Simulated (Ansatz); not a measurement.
One crystal and one scan (energy against volume) at two levels, PBE (plane waves to 420 eV, PAW, scalar-relativistic; Ansatz, a program for electronic structure) and r2SCAN (plane waves to 500 eV, PAW, scalar-relativistic; Ansatz), each from its own relaxed cell and on its own mesh. The cell shown is that of PBE.

SnTe (rock salt)

```yaml
crystal:
  lattice:
    - [0.00000, 3.20463, 3.20463]
    - [3.20463, 0.00000, 3.20463]
    - [3.20463, 3.20463, 0.00000]
  atoms:
    - { symbol: Te, position: [0.00000, 0.00000, 0.00000] }
    - { symbol: Sn, position: [0.50000, 0.50000, 0.50000] }
```

E(V) scan at fixed shape, V₀ the volume above. Symmetry pins the atoms to their sites.

E stands for the smeared free energy. SnTe was relaxed with its symmetry unable to fall. Spin-orbit coupling is left out, though Te is heavy. The PAW data are Ansatz's earlier set. Both scans cover V/V₀ from 0.900 to 1.100.

ΔE (meV/atom), each from the relaxed starting cell of its own level:

```tsv
V/V₀	PBE	r2SCAN
0.900	50.4	53.5
0.920	31.0	32.9
0.940	16.8	17.8
0.960	7.2	7.6
0.980	1.7	1.8
1.000	0.0	0.0
1.020	1.6	1.7
1.040	6.2	6.6
1.060	13.4	14.4
1.080	23.1	withheld
1.100	34.9	37.4
```

Question: Estimate the r2SCAN value at 1.080 from the PBE value there and the ratio of the two levels in the two nearest given rows on that side of the minimum.

Answer: At 1.060 and 1.100 the ratio r2SCAN/PBE averages 1.073, which gives 1.073 × 23.1 = 24.8 meV/atom. The calculation gives 24.8 meV/atom, +7.4 % against PBE.

(Under strain, the slope of the energy per volume gives the stress and its curvature an elastic modulus.)
